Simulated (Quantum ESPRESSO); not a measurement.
# Al2SiZnN4: one run as intended and one with a planted mistake

Simulated, not a measurement. The program is pw.x of Quantum ESPRESSO 7.5 (plane-wave density functional theory). The cell is made up: 8 atoms on a zincblende/diamond lattice, with randomly drawn elements, strain and displacements, not relaxed. PseudoDojo standard norm-conserving files (v0.5 for PBE, v0.4.1 for LDA and PBEsol) set the functional; there is no spin polarisation, spin-orbit coupling or dispersion term, and the masses in the input are unused placeholders.

Intended input:

```
&control calculation='scf', pseudo_dir='./dojo.nc.sr.pbe.v0_5.standard.upf', outdir='./o', disk_io='low', tprnfor=.true., tstress=.true. /
&system ibrav=0, nat=8, ntyp=4, nbnd=31, ecutwfc=84.00895049, nosym=.true., tot_charge=0,
 occupations='smearing', smearing='fd', degauss=0.0018374661
/
&electrons conv_thr=7.350e-09, electron_maxstep=60, /
ATOMIC_SPECIES
Al 1.0 Al.upf
N 1.0 N.upf
Si 1.0 Si.upf
Zn 1.0 Zn.upf
CELL_PARAMETERS angstrom
4.2653 -0.0642 0.015
-0.0642 4.439 0.0114
0.015 0.0114 4.3762
ATOMIC_POSITIONS angstrom
Al 0.0473 -0.066 0.0349
Si -0.076 2.0946 2.1859
Zn 2.1 0.0599 2.294
Al 2.1783 2.1073 0.0552
N 1.0275 1.2059 1.1312
N 1.1973 3.3741 3.3544
N 3.3171 1.1832 3.1656
N 3.0045 3.229 1.1061
K_POINTS automatic
4 4 4 1 1 1
```

The log is shortened where brackets say so; the opening notice, blank lines, dates and the lines on written files are dropped, and the path of the files is cut. It prints rydbergs, bohrs and kilobars, and counts compression as positive stress.

Log of the intended run:

```
     Program PWSCF v.7.5
     Parallel version (MPI & OpenMP), running on       4 processor cores
     Number of MPI processes:                 4
     Threads/MPI process:                     1
     [start-up lines left out]
     bravais-lattice index     =            0
     lattice parameter (alat)  =       8.0612  a.u.
     unit-cell volume          =     559.0179 (a.u.)^3
     number of atoms/cell      =            8
     number of atomic types    =            4
     number of electrons       =        50.00
     number of Kohn-Sham states=           31
     kinetic-energy cutoff     =      84.0090  Ry
     charge density cutoff     =     336.0358  Ry
     scf convergence threshold =      7.3E-09
     mixing beta               =       0.7000
     number of iterations used =            8  plain     mixing
     Exchange-correlation= PBE
                           (   1   4   3   4   0   0   0)
     [axes and pseudopotential details left out]
   Cartesian axes
     site n.     atom                  positions (alat units)
         1        Al     tau(   1) = (   0.0110882  -0.0154719   0.0081813  )
         2        Si     tau(   2) = (  -0.0178161   0.4910205   0.5124233  )
         3        Zn     tau(   3) = (   0.4922864   0.0140419   0.5377643  )
         4        Al     tau(   4) = (   0.5106416   0.4939977   0.0129401  )
         5        N      tau(   5) = (   0.2408687   0.2826896   0.2651783  )
         6        N      tau(   6) = (   0.2806736   0.7909636   0.7863455  )
         7        N      tau(   7) = (   0.7776015   0.2773682   0.7420866  )
         8        N      tau(   8) = (   0.7043212   0.7569489   0.2592943  )
     number of k points=    32  Fermi-Dirac smearing, width (Ry)=  0.0018
                       cart. coord. in units 2pi/alat
        k(    1) = (   0.1264200   0.1216404   0.1210967), wk =   0.0625000
        k(    2) = (   0.1255533   0.1210020   0.3647950), wk =   0.0625000
     [further k points left out]
     Dense  grid:    58141 G-vectors     FFT dimensions: (  48,  50,  50)
     Estimated max dynamical RAM per process >     100.08 MB
     Estimated total dynamical RAM >     357.75 MB
     Initial potential from superposition of free atoms
     starting charge      49.9943, renormalised to      50.0000
     Starting wfcs are   38 randomized atomic wfcs
     total cpu time spent up to now is        1.4 secs
     per-process dynamical memory:    71.5 Mb
     Self-consistent Calculation
     iteration #  1     ecut=    84.01 Ry     beta= 0.70
     Davidson diagonalization with overlap
     ethr =  1.00E-02,  avg # of iterations =  3.4
     total cpu time spent up to now is        3.2 secs
     total energy              =    -518.13293798 Ry
     estimated scf accuracy    <       2.42509562 Ry
     iteration #  2     ecut=    84.01 Ry     beta= 0.70
     Davidson diagonalization with overlap
     ethr =  4.85E-03,  avg # of iterations =  2.0
     total cpu time spent up to now is        4.8 secs
     total energy              =    -518.86216876 Ry
     estimated scf accuracy    <       1.92350365 Ry
     [iterations 3 to 10 left out]
     iteration # 11     ecut=    84.01 Ry     beta= 0.70
     Davidson diagonalization with overlap
     ethr =  1.04E-10,  avg # of iterations =  3.1
     total cpu time spent up to now is       18.8 secs
     total energy              =    -519.19733418 Ry
     estimated scf accuracy    <          9.2E-09 Ry
     iteration # 12     ecut=    84.01 Ry     beta= 0.70
     Davidson diagonalization with overlap
     ethr =  1.83E-11,  avg # of iterations =  2.0
     total cpu time spent up to now is       20.2 secs
     End of self-consistent calculation
     [lines on levels left out]
!    total energy              =    -519.19733418 Ry
     estimated scf accuracy    <          1.8E-09 Ry
     smearing contrib. (-TS)   =      -0.00000000 Ry
     internal energy E=F+TS    =    -519.19733418 Ry
     The total energy is F=E-TS. E is the sum of the following terms:
     one-electron contribution =    -401.42067183 Ry
     hartree contribution      =     225.66553830 Ry
     xc contribution           =     -77.65353529 Ry
     ewald contribution        =    -265.78866536 Ry
     convergence has been achieved in  12 iterations
     Forces acting on atoms (cartesian axes, Ry/au):
     atom    1 type  1   force =    -0.00905640   -0.00554142   -0.00541024
     atom    2 type  3   force =     0.15349322    0.23676498   -0.14195486
     atom    3 type  4   force =     0.03601037    0.01222656   -0.09751585
     atom    4 type  1   force =    -0.04620192    0.03108040   -0.09027050
     atom    5 type  2   force =    -0.08984829   -0.01806561   -0.01717755
     atom    6 type  2   force =    -0.17500669   -0.16042603    0.06600820
     atom    7 type  2   force =    -0.06130036   -0.10285532    0.23404327
     atom    8 type  2   force =     0.19191007    0.00681644    0.05227753
     Total force =     0.547954     Total SCF correction =     0.000096
     Computing stress (Cartesian axis) and pressure
          total   stress  (Ry/bohr**3)                   (kbar)     P=      138.66
   0.00096354   0.00121135  -0.00057796          141.74      178.20      -85.02
   0.00121135   0.00084426  -0.00050720          178.20      124.19      -74.61
  -0.00057796  -0.00050720   0.00102004          -85.02      -74.61      150.05
     init_run     :      1.29s CPU      1.34s WALL (       1 calls)
     electrons    :     18.67s CPU     18.75s WALL (       1 calls)
     forces       :      0.30s CPU      0.30s WALL (       1 calls)
     stress       :      0.98s CPU      0.99s WALL (       1 calls)
     [timing details left out]
     PWSCF        :     21.35s CPU     21.51s WALL
     JOB DONE.
```

A second run has one planted mistake: the plane-wave cutoff is too low. The input lines that differ, file-writing options aside:

```
- &system ibrav=0, nat=8, ntyp=4, nbnd=31, ecutwfc=84.00895049, nosym=.true., tot_charge=0,
+ &system ibrav=0, nat=8, ntyp=4, nbnd=31, ecutwfc=60.63638159, nosym=.true., tot_charge=0,
```

Its log:

```
     Program PWSCF v.7.5
     Parallel version (MPI & OpenMP), running on       4 processor cores
     Number of MPI processes:                 4
     Threads/MPI process:                     1
     [start-up lines left out]
     bravais-lattice index     =            0
     lattice parameter (alat)  =       8.0612  a.u.
     unit-cell volume          =     559.0179 (a.u.)^3
     number of atoms/cell      =            8
     number of atomic types    =            4
     number of electrons       =        50.00
     number of Kohn-Sham states=           31
     kinetic-energy cutoff     =      60.6364  Ry
     charge density cutoff     =     242.5455  Ry
     scf convergence threshold =      7.3E-09
     mixing beta               =       0.7000
     number of iterations used =            8  plain     mixing
     Exchange-correlation= PBE
                           (   1   4   3   4   0   0   0)
     [axes and pseudopotential details left out]
   Cartesian axes
     site n.     atom                  positions (alat units)
         1        Al     tau(   1) = (   0.0110882  -0.0154719   0.0081813  )
         2        Si     tau(   2) = (  -0.0178161   0.4910205   0.5124233  )
         3        Zn     tau(   3) = (   0.4922864   0.0140419   0.5377643  )
         4        Al     tau(   4) = (   0.5106416   0.4939977   0.0129401  )
         5        N      tau(   5) = (   0.2408687   0.2826896   0.2651783  )
         6        N      tau(   6) = (   0.2806736   0.7909636   0.7863455  )
         7        N      tau(   7) = (   0.7776015   0.2773682   0.7420866  )
         8        N      tau(   8) = (   0.7043212   0.7569489   0.2592943  )
     number of k points=    32  Fermi-Dirac smearing, width (Ry)=  0.0018
                       cart. coord. in units 2pi/alat
        k(    1) = (   0.1264200   0.1216404   0.1210967), wk =   0.0625000
        k(    2) = (   0.1255533   0.1210020   0.3647950), wk =   0.0625000
     [further k points left out]
     Dense  grid:    35645 G-vectors     FFT dimensions: (  40,  45,  45)
     Estimated max dynamical RAM per process >      63.35 MB
     Estimated total dynamical RAM >     227.31 MB
     Check: negative core charge=   -0.000013
     Initial potential from superposition of free atoms
     starting charge      49.9943, renormalised to      50.0000
     Starting wfcs are   38 randomized atomic wfcs
     total cpu time spent up to now is        1.0 secs
     per-process dynamical memory:    47.5 Mb
     Self-consistent Calculation
     iteration #  1     ecut=    60.64 Ry     beta= 0.70
     Davidson diagonalization with overlap
     ethr =  1.00E-02,  avg # of iterations =  3.4
     total cpu time spent up to now is        2.1 secs
     total energy              =    -518.06513249 Ry
     estimated scf accuracy    <       2.41202928 Ry
     iteration #  2     ecut=    60.64 Ry     beta= 0.70
     Davidson diagonalization with overlap
     ethr =  4.82E-03,  avg # of iterations =  2.0
     total cpu time spent up to now is        3.1 secs
     total energy              =    -518.79032242 Ry
     estimated scf accuracy    <       1.90441196 Ry
     [iterations 3 to 10 left out]
     iteration # 11     ecut=    60.64 Ry     beta= 0.70
     Davidson diagonalization with overlap
     ethr =  9.90E-11,  avg # of iterations =  3.0
     total cpu time spent up to now is       11.9 secs
     total energy              =    -519.12296851 Ry
     estimated scf accuracy    <          7.8E-09 Ry
     iteration # 12     ecut=    60.64 Ry     beta= 0.70
     Davidson diagonalization with overlap
     ethr =  1.55E-11,  avg # of iterations =  2.0
     total cpu time spent up to now is       12.7 secs
     End of self-consistent calculation
     [lines on levels left out]
!    total energy              =    -519.12296851 Ry
     estimated scf accuracy    <          1.4E-09 Ry
     smearing contrib. (-TS)   =      -0.00000000 Ry
     internal energy E=F+TS    =    -519.12296851 Ry
     The total energy is F=E-TS. E is the sum of the following terms:
     one-electron contribution =    -401.12533849 Ry
     hartree contribution      =     225.41377351 Ry
     xc contribution           =     -77.62273815 Ry
     ewald contribution        =    -265.78866538 Ry
     convergence has been achieved in  12 iterations
     Forces acting on atoms (cartesian axes, Ry/au):
     atom    1 type  1   force =    -0.00901907   -0.00558073   -0.00542514
     atom    2 type  3   force =     0.15355923    0.23689457   -0.14200658
     atom    3 type  4   force =     0.03524208    0.01099156   -0.09654960
     atom    4 type  1   force =    -0.04623551    0.03110430   -0.09019724
     atom    5 type  2   force =    -0.09011432   -0.01755206   -0.01769244
     atom    6 type  2   force =    -0.17466690   -0.15989453    0.06534148
     atom    7 type  2   force =    -0.06095594   -0.10244843    0.23429695
     atom    8 type  2   force =     0.19219042    0.00648532    0.05223257
     Total force =     0.547570     Total SCF correction =     0.000093
     Computing stress (Cartesian axis) and pressure
          total   stress  (Ry/bohr**3)                   (kbar)     P=      -50.68
  -0.00032145   0.00120607  -0.00057746          -47.29      177.42      -84.95
   0.00120607  -0.00044770  -0.00050443          177.42      -65.86      -74.20
  -0.00057746  -0.00050443  -0.00026447          -84.95      -74.20      -38.90
     init_run     :      0.91s CPU      0.94s WALL (       1 calls)
     electrons    :     11.70s CPU     11.75s WALL (       1 calls)
     forces       :      0.17s CPU      0.17s WALL (       1 calls)
     stress       :      0.54s CPU      0.55s WALL (       1 calls)
     [timing details left out]
     PWSCF        :     13.40s CPU     13.49s WALL
     JOB DONE.
```

|  | intended run | run with the mistake |
| --- | --- | --- |
| free energy (eV) | -7064.040 | -7063.028 |
| smearing term -TS (eV) | 0.0000 | 0.0000 |
| pressure (GPa) | 13.87 | -5.07 |
| largest force component (eV/Å) | 6.087 | 6.091 |
| largest change of a force component (eV/Å) |  | 0.032 |
| iterations | 12 | 12 |

For scale, a rerun of the intended cell at 1437 eV and a 6 x 6 x 6 mesh moved values by no more than 0.003 eV in energy, 0.02 GPa in stress and 0.002 eV/Å in force.